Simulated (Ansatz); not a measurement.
## Si₃N₄ (P6_3/m) by several functionals

All numbers come from the plane-wave code Ansatz. No spin polarisation and no zero-point or thermal motion.

Structure: a 14-atom cell of Si₃N₄ (P6_3/m) from a materials database, at its r2SCAN minimum. The symmetry is P6_3/m (No. 176, hexagonal); conventional cell a = 7.606 Å, c = 2.906 Å, 10.40 Å³ an atom. Around Si lie 4 N at 1.73–1.74 Å; around N lie 3 Si at 1.73 Å; around N lie 3 Si at 1.73–1.74 Å.

```cif
data_structure
_symmetry_space_group_name_H-M 'P6_3/m'
_symmetry_Int_Tables_number 176
_cell_length_a 7.6057
_cell_length_b 7.6057
_cell_length_c 2.9056
_cell_angle_alpha 90.000
_cell_angle_beta 90.000
_cell_angle_gamma 120.000
_cell_volume 145.56
loop_
_atom_site_label
_atom_site_type_symbol
_atom_site_symmetry_multiplicity
_atom_site_Wyckoff_symbol
_atom_site_fract_x
_atom_site_fract_y
_atom_site_fract_z
_atom_site_occupancy
Si1 Si 6 h 0.23061 0.82457 0.75000 1
N1 N 2 d 0.33333 0.66667 0.75000 1
N2 N 6 h 0.96874 0.66968 0.75000 1
```

Relaxed lattice by functional, symmetry kept:
```tsv
functional	k mesh	a (Å)	c (Å)	volume (Å³/atom)
PBE	6×6×8	7.664	2.926	10.63
r2SCAN	6×6×8	7.606	2.906	10.40
```

On this one geometry the levels give:
```tsv
level	k mesh	gap (eV)	kind	edges	least direct gap (eV)
r2SCAN	6×6×8	4.99	indirect	Γ–A (0.34) → Γ	5.20
HSE06	3×3×6	5.77	indirect	Γ–A (0.34) → Γ	6.01
PBE0	3×3×6	6.54	indirect	Γ–A (0.34) → Γ	6.77
```
Wave cutoffs: 420 eV, 500 eV (r2SCAN).
Points off the special ones are mesh points or PBE's searched band edges, reused at the other levels. PBE's own run along the path (4.34 eV) came before the search for the edges and missed one, so it isn't listed.

The HSE06 gap is indirect, 5.77 eV (Γ–A (0.34 of the way from Γ) to Γ), below the direct gap of 6.01 eV at Γ. With r2SCAN, at Γ the top three valence levels group as 1+1+1 from the top, spread over 261 meV.

All these functionals give a gap of the same kind, indirect.

r2SCAN (ground state on 6×6×8): The electronic dielectric tensor ε∞ is 3.98 along x and y, 4.06 along z. Born charges, averaged over directions: Si +3.37, N -2.54 to -2.52 e. The program notes that the ground state's band table doesn't vouch for all the bands that the response reads.

The meshes of the hybrids are coarse, so their gaps aren't converged to the digits shown.

The splittings at Γ are without spin-orbit coupling, which regroups them where it is of like size or larger.
